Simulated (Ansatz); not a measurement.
Ag:
```
CELL_PARAMETERS angstrom
      0.00000     3.04915     3.04915
      3.04915     0.00000     3.04915
      3.04915     3.04915     0.00000
ATOMIC_POSITIONS crystal
  Ag 0.00000 0.00000 0.00000
  Ag 0.25000 0.25000 0.25000
```

Relaxed with r²SCAN. Special points in fractions of this cell's reciprocal vectors: Γ (0.000, 0.000, 0.000); X (0.500, 0.000, 0.500); U (0.625, 0.250, 0.625); K (0.375, 0.375, 0.750); L (0.500, 0.500, 0.500); W (0.500, 0.250, 0.750).

Q: List the band energies nearest the Fermi level at these points for plane-wave PAW r²SCAN (Ansatz code).

A: In eV from the Fermi level; about four levels below and three above (degenerate sets whole), none deeper than 8.9 eV; … stands for higher levels left out; points with the same levels are listed once.

| k | below | above |
|---|---|---|
| Γ | -3.60 -3.60 -3.60 -2.99 -2.99 | 9.15 9.15 9.15 |
| X | -3.86 -3.86 -2.91 -2.91 | 0.11 0.11 3.66 3.66 |
| U | -4.00 -3.81 -2.88 -2.76 | 0.02 0.59 1.76 |
| L | -3.03 -3.03 -0.98 -0.71 | 6.58 6.58 … |
| W | -3.95 -3.95 -2.77 -2.77 | 0.50 0.50 2.36 2.36 |

Space group Fd-3m (diamond). The start of the workflow was typed in or built on a structure type; neither database checked (COD, Materials Project) lists it. It is not the phase usual at ambient conditions (space group No. 225). Symmetry was held in the r²SCAN relaxation. At this level the phase is mechanically unstable. The run is not spin-polarised. Spin–orbit coupling is left out wherever it is not named.

Potentials: the earlier of the program's two PAW sets.
